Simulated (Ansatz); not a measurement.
A distorted cell of Ta5Si3 (space group I4/mcm):

```yaml
crystal:
  lattice:
    - [-3.13954, 3.13954, 5.70317]
    - [3.13954, -3.13954, 5.70317]
    - [3.13954, 3.13954, -5.70317]
  atoms:
    - { symbol: Ta, position: [0.01347, 0.18466, 0.50000] }
    - { symbol: Ta, position: [0.98653, 0.81534, 0.50000] }
    - { symbol: Ta, position: [0.18466, 0.68466, 0.17119] }
    - { symbol: Ta, position: [0.81534, 0.31534, 0.82881] }
    - { symbol: Ta, position: [0.68466, 0.51347, 0.50000] }
    - { symbol: Ta, position: [0.31534, 0.48653, 0.50000] }
    - { symbol: Ta, position: [0.51347, 0.01347, 0.82881] }
    - { symbol: Ta, position: [0.48653, 0.98653, 0.17119] }
    - { symbol: Ta, position: [0.50000, 0.50000, 0.00000] }
    - { symbol: Ta, position: [0.00000, 0.00000, 0.00000] }
    - { symbol: Si, position: [0.13005, 0.63005, 0.76009] }
    - { symbol: Si, position: [0.86995, 0.36995, 0.23991] }
    - { symbol: Si, position: [0.63005, 0.86995, 0.50000] }
    - { symbol: Si, position: [0.36995, 0.13005, 0.50000] }
    - { symbol: Si, position: [0.75000, 0.75000, 0.00000] }
    - { symbol: Si, position: [0.25000, 0.25000, 0.00000] }
```

These are PBEsol (plane waves to 420 eV, PAW, scalar-relativistic; Ansatz, a program for electronic structure) values and carry that method's errors. k mesh 8×8×8 (Γ-centred), Fermi-Dirac smearing 0.05 eV. E stands for the smeared free energy. Stress and pressure are positive under compression. Spin-orbit coupling is left out, though Ta is heavy. Ta5Si3 is run without spin polarisation. Ta5Si3 was relaxed with its symmetry unable to fall.

Problem. Give the stress tensor in GPa and the pressure.

Solution. 
```
   30.4      0.0      0.0
    0.0     30.4      0.0
    0.0      0.0     29.1
```
The pressure, a third of the trace, is 30.0 GPa.

Problem. It is the relaxed cell scaled evenly to V/V₀ = 0.900, atoms relaxed where free. What is its energy relative to the relaxed cell?

Solution. 134 meV/atom.

(A scan under strain: stresses follow from slopes of the energy per volume, elastic moduli from its curvatures.)
